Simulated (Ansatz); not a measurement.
C in the lonsdaleite structure (r2SCAN geometry), in Ansatz:

```
C
1.0
     2.50320    0.00000    0.00000
    -1.25160    2.16783    0.00000
     0.00000    0.00000    4.16887
C
4
Direct
  0.33333 0.66667 0.00023
  0.66667 0.33333 0.50023
  0.33333 0.66667 0.37477
  0.66667 0.33333 0.87477
```

G0W0@PBE with 85 empty bands, a screening cutoff of 140 eV and a 6×6×4 mesh (PAW, contour deformation) gives 4.409 eV over the mesh points, from a PBE gap of 3.322 eV; it sums over 93 bands with 99 plane waves in the screening and a wave cutoff of 420 eV. G0W0 values are finite-basis, finite-mesh values. Calculated for a static, non-magnetic cell.

**Question.** Estimate the gap with mesh 9×9×4, empty bands 36, screening cutoff 80 eV.

**Answer.** 4.121 eV (-0.288 eV), from a Kohn-Sham gap of 3.323 eV.

**Question.** Another run gave a Kohn-Sham gap of 3.321 eV and a G0W0 gap of 4.413 eV, summing over 93 bands with 99 plane waves in the screening and a wave cutoff of 1116 eV. What was changed?

**Answer.** Potentials of the kind norm-conserving. The wave cutoff gives it away.
